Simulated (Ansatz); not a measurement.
Here is an unrelaxed guess for Sc₃TeBr.

```
CELL_PARAMETERS angstrom
4.96684 0.00000 0.00000
0.00000 4.96684 0.00000
0.00000 0.00000 4.96684
ATOMIC_POSITIONS crystal
Sc 0.00000 0.50000 0.50000
Sc 0.50000 0.00000 0.50000
Sc 0.50000 0.50000 0.00000
Te 0.00000 0.00000 0.00000
Br 0.50000 0.50000 0.50000
```

Computed with DFT PBE, scalar-relativistic, plane waves, PAW (Ansatz 0.2.0). Plane waves to 420 eV, a k mesh through Γ of 4×4×4 on the computed 5-atom cell and Gaussian smearing (0.10 eV); no spin polarisation.

Formation energies are uncorrected and refer to the elements' standard structures at the same level. The references include crystalline Br.

Question: What does a single point on this coarse mesh give?

Answer: The pressure is 1.1 GPa (it wants to expand), the largest force is 0.00 eV/Å (symmetry fixes the atoms), and the energy is −0.17 eV/atom against the elements. The shortest distance is 2.48 Å.

Question: Is it a good guess?

Answer: A good one: relaxing gains under 0.1 eV/atom (the start's value is from the coarse mesh, so the gain is rough) in 4 ionic steps and ends at −0.15 eV/atom on the finer mesh. The symmetry stays Pm-3m (No. 221). The end has the antiperovskite type. The volume per atom grows by 2.1 %, from 24.5 to 25.0 Å³. The shortest distance goes from 2.48 Å (Sc–Br) to 2.50 Å (Sc–Br). Conventional cell: a = 5.002 Å. Sc has 2 Br at 2.50 Å, 4 Te at 3.54 Å and 8 Sc at 3.54 Å; around Te lie 12 Sc at 3.54 Å; Br is surrounded by 6 Sc at 2.50 Å.

The last run used an 8×8×8 mesh for its 5-atom cell and Gaussian smearing of 0.10 eV. Spin–orbit coupling, which can matter for Te, is left out. The reference forms of Br and Te are held partly by dispersion forces, which this level lacks. The relaxation can't lower the symmetry of the start, and the grade says only how near the guess is to its own end. A structure relaxed within its symmetry needn't be a true minimum.
